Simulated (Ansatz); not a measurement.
A geometry of Rh away from equilibrium: the start of the relaxation of a relaxed Rh cell, doubled along one cell vector, shaken by Gaussian noise of σ = 0.08 Å a coordinate. Computed with PBEsol (plane waves to 420 eV, PAW, scalar-relativistic; Ansatz, a first-principles code). Γ-centred k-mesh 7×14×14 on the run's cell (coarser than for final values), Fermi–Dirac smearing 0.05 eV.

```xyz
4
Lattice="0.0000 4.5127 9.5305 1.3229 0.0000 4.7653 1.3229 2.2564 0.0000" Properties=species:S:1:pos:R:3:forces:R:3 pbc="T T T" free_energy=-25353.277 pressure_GPa=6.8
Rh     1.3415     2.1461     1.2367   -1.2361    1.0218    1.3136
Rh     1.3304     4.5981     5.8899    0.1232   -1.2422    2.8988
Rh     1.1924     2.3705     8.4153    0.4946   -0.5976   -2.8612
Rh     1.1627     4.4760    13.1755    0.6184    0.8179   -1.3511
```

Positions in Å, forces in eV/Å, free energy of the cell in eV (comparable only within this code, potentials and settings). Largest force: 3.16 eV/Å, on Rh2 (atoms numbered as listed); the geometry lies 0.28 eV/atom above the end of its relaxation.

No spin polarisation in the result.

The end of the path is a generated cell of Rh: the first start was made by placing the elements on the sites of a structure type, and the end was not matched to a known phase here, so it may be hypothetical. Known forms of Rh include space group No. 225.
